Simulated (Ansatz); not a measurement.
**Al: computed property card**

Al:
```yaml
crystal:
  lattice:
    - [0.00000, 3.02531, 3.02531]
    - [3.02531, 0.00000, 3.02531]
    - [3.02531, 3.02531, 0.00000]
  atoms:
    - { symbol: Al, position: [0.25000, 0.25000, 0.25000] }
    - { symbol: Al, position: [0.00000, 0.00000, 0.00000] }
```

Space group Fd-3m (No. 227), diamond; conventional cell a = b = c = 6.0506 Å, α = β = γ = 90.00°.

Method: DFT-PBE in the program Ansatz with PAW potentials. Structure relaxed to zero pressure with the same functional. Other levels are named where they apply.

**Cell and energy**

```yaml
volume_per_atom: 27.69 Å³
density: 1.62 g/cm³
```

**Electronic structure**

```yaml
electronic_character: metallic (no gap)
Density of states at the Fermi level: 0.80 states/eV per atom (mean over ±0.08 eV)
```

**Mechanics**

```yaml
Bulk modulus (Birch–Murnaghan fit): 37.3 GPa
Pressure derivative B′: 4.0
Elastic constants (relaxed ions, GPa): C11 = 20.6, C12 = 45.5, C44 = -29.8
mechanical_stability: unstable (C has a negative eigenvalue)
```

**Phonons**

```yaml
highest_zone_centre_frequency: 271 cm^-1
zone_centre_stability: no imaginary mode at Γ
```

A made-up cell: these elements were put on the sites of a structure type; neither database checked (COD, Materials Project) lists it. It is not the phase usual at ambient conditions (space group No. 225). The PBE relaxation kept the symmetry of its start. As this level gives no gap, shear constants depend on the k-mesh and smearing (Fermi–Dirac, 0.1 eV here). As this level gives no gap, phonon frequencies hold no LO–TO term and depend on the k-mesh and smearing (Fermi–Dirac, 0.1 eV here).

Potentials: the later of the program's two PAW sets.
